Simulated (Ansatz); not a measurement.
**NiSi2: pressure against volume**

NiSi2, Fm-3m, a = 5.391 Å. Ansatz: PBEsol, PAW, 420 eV, Γ-centred 14×14×14 mesh on 3 atoms, Gaussian smearing 0.10 eV; no spin polarisation. Symmetry fixes shape and atoms, so the cell is only scaled; pressure is positive in compression.

```
V (Å³/atom) P (GPa)
     11.492        ?
     11.884    18.46
     12.275    11.20
     12.667     5.18
     13.059     0.01
     13.451    -4.39
     13.843    -8.16
     14.365   -12.34
```

Problem. Take V0 = 13.059 Å³/atom, count pressures from its P0 = 0.01 GPa, fit the third-order Birch–Murnaghan form to the other rows, and predict the missing pressure.

Solution. With the Eulerian strain f = ½[(V0/V)^(2/3) − 1] and y = (P − P0)/[3f(1 + 2f)^(5/2)], the form is the line y = B0 + 1.5 B0 (B0′ − 4) f. Rows (f, y): 0.03244, 162.0; 0.02107, 159.7; 0.01026, 159.6; -0.00976, 157.9; -0.01906, 157.5; -0.03078, 156.8. Means f = 0.0006950, y = 158.92; Σ(Δf)² = 0.003005, ΣΔfΔy = 0.2256; the slope is their ratio. y = 158.9 + 75.09 f GPa, so B0 = 158.9 GPa and B0′ = 4 + 2 × (75.09)/(3 × 158.9) = 4.32. At V = 11.492, f = 0.04448, y = 162.24 and P = 26.80 GPa. The run gave 27.18 GPa, so the fit is 0.38 GPa too low, 0.96 % of the span of the series, against an rms of 0.04 GPa on the fitted rows. The row lies outside the fitted range. A fourth-order term fitted to the same rows gives P = 26.97 GPa at this row's volume (the line 26.80, the run 27.18), which recovers part of the miss.